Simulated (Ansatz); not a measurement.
The start is a relaxed Pt cell, doubled along one cell vector, shaken by Gaussian noise of σ = 0.08 Å a coordinate. A full variable-cell relaxation at zero pressure is run with r2SCAN (plane waves to 500 eV, PAW, scalar-relativistic; Ansatz, an electronic-structure program). The first steps use a coarse 7×14×9 k-mesh.

Starting cell:
```
Pt
1.0
   -4.99959     4.99959     2.68577
    2.49979    -2.49979     1.34288
    2.49979     2.49979    -1.34288
Pt
4
Cartesian
  0.07206   2.39153   0.70634
 -2.48002   5.07357   2.01478
  0.00647   0.09630  -0.06610
 -2.24501   2.40458   1.31617
```

Initial pressure: +4.1 GPa (positive: the cell is compressed)
Volume change: -1.8 %, from 16.78 to 16.48 Å³/atom
Relative to the parent: It does not go back: it reaches P6/mmm (No. 191), AFLOW prototype A_hP1_191_a (A_f, as in Sn), 0.18 eV/atom below the parent
Band gap at the end: zero (metallic)
Optimiser moves: 12

Relaxed structure:

```cif
data_Pt
_chemical_formula_sum 'Pt1'
_space_group_name_H-M_alt 'P6/mmm'
_space_group_IT_number 191
_space_group_name_Hall '-P 6 2'
_cell_length_a 2.66956
_cell_length_b 2.66956
_cell_length_c 2.66974
_cell_angle_alpha 90.000
_cell_angle_beta 90.000
_cell_angle_gamma 120.000
loop_
_atom_site_label
_atom_site_type_symbol
_atom_site_symmetry_multiplicity
_atom_site_Wyckoff_symbol
_atom_site_fract_x
_atom_site_fract_y
_atom_site_fract_z
_atom_site_occupancy
Pt1 Pt 1 b 0.00000 0.00000 0.50000 1
```

Final values are on a 20×20×17 k-mesh of the relaxed cell. No spin polarisation in the result.

The relaxed structure here is a generated cell of Pt: the first start was made by placing the elements on the sites of a structure type, and the end was not matched to a known phase here, so it may be hypothetical. Known forms of Pt include space group No. 225.
